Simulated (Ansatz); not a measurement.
Ti$_{3}$AlC$_{2}$:
```
Ti3AlC2
1.0
    3.06970     0.00000     0.00000
   -1.53485     2.65844     0.00000
    0.00000     0.00000    18.62980
Ti Al C
6 2 4
Direct
  0.66667   0.33333   0.37288
  0.33333   0.66667   0.62712
  0.33333   0.66667   0.87288
  0.66667   0.33333   0.12712
  0.00000   0.00000   0.50000
  0.00000   0.00000   0.00000
  0.00000   0.00000   0.75000
  0.00000   0.00000   0.25000
  0.33333   0.66667   0.43055
  0.66667   0.33333   0.56945
  0.66667   0.33333   0.93055
  0.33333   0.66667   0.06945
```

This is the r²SCAN-relaxed structure.

Problem. All from DFT-r²SCAN in the program Ansatz with PAW potentials, unless another level is named. Give the electronic character.

Solution. metallic (no gap).

Problem. Predict the formation energy from the elements (no fitted shifts).

Solution. -0.88 eV/atom.

Problem. Give the density of states at the Fermi level.

Solution. 0.28 states/eV per atom (mean over ±0.08 eV).

Space group P6_3/mmc. The workflow started from a Materials Project entry (that database holds measured and hypothetical structures alike); the Crystallography Open Database files this formula in space group No. 194, but the cells were not matched. Its standing as an ambient phase is unchecked. Symmetry was held in the r²SCAN relaxation; its stability against distortions is not shown here. No spin polarisation was allowed. The references are the lowest solids computed at this level, not always the standard phases.

Potentials: the earlier of the program's two PAW sets. The files were generated under PBE; for other functionals the program regenerates the frozen cores, and for LDA and PBEsol the local potential too.
